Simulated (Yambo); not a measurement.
Data:

```
MgTe
1.0
    4.56264     0.00000     0.00000
   -2.28132     3.95137     0.00000
    0.00000     0.00000     7.40413
Mg Te
2 2
Direct
  0.33333   0.66667   0.99643
  0.66667   0.33333   0.49643
  0.33333   0.66667   0.37357
  0.66667   0.33333   0.87357
```

Workflow: norm-conserving PBE (stringent potentials; Quantum ESPRESSO, 107 Ry, without SOC), then G0W0 in Yambo (3×3×2 Γ-centred k mesh, bands 17 to 450 and a 12 Ry block in the screening, 450 bands in G with the Bruneval-Gonze terminator, plasmon pole fitted at 27.2 eV).

**Question.** Give the PBE and G0W0 gaps between the band edges found on this mesh, and say where the edges lie.

**Answer.** Edges: Γ → Γ. PBE: 2.50 eV; G0W0: 3.81 eV. Nearest settings tried, and what they do to the gap: 242 bands in G: -2 meV; 242 bands in W, 242 bands in G: -44 meV; 7 Ry block (299 vectors against 627): -34 meV. Not varied: mesh. So the settings aren't converged at that level. The k mesh is coarse. Spin-orbit coupling is left out, which matters for elements this heavy: edges can move by tenths of an eV.

Geometry relaxed with PBEsol.
